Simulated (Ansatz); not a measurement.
**What DFT gives for CaO**

```xyz
2
Lattice="0.0000 2.4438 2.4438 2.4438 0.0000 2.4438 2.4438 2.4438 0.0000" Properties=species:S:1:pos:R:3 pbc="T T T"
Ca    0.0000    0.0000    0.0000
O     2.4438    2.4438    2.4438
```

The numbers come from plane-wave PAW DFT (Ansatz): r2SCAN, no spin polarisation, 500 eV, 9×9×9 Γ-centred k points, cold occupations (width 0.1746 eV). Nothing was relaxed.

- Formation energy: -3.20 eV an atom against the elements' usual phases (free molecules for gases, crystals otherwise, with no correction for O₂ or N₂), so it is bound against them; other compounds may still compete. Relaxing would lower it.
- Stress: The pressure is -5.9 GPa (compression positive), so with the atoms held at these fractions the cell would first shrink.
- Electronic structure: The gap is 4.20 eV, indirect (the least direct gap found is 4.59 eV).
- Charges: Bader charges in e: Ca +1.54, O -1.54. In the mean Ca gives up most and O takes most.
- Contacts: Ca–O at 2.44 Å: least valence density 0.23 e/Å³ and ELF 0.08 there, a closed-shell (ionic or weak) contact. These are pseudo-fields; inside the PAW spheres they differ from the all-electron ones.

Origin: a database entry at a rescaled volume. Caveats: wide smearing.
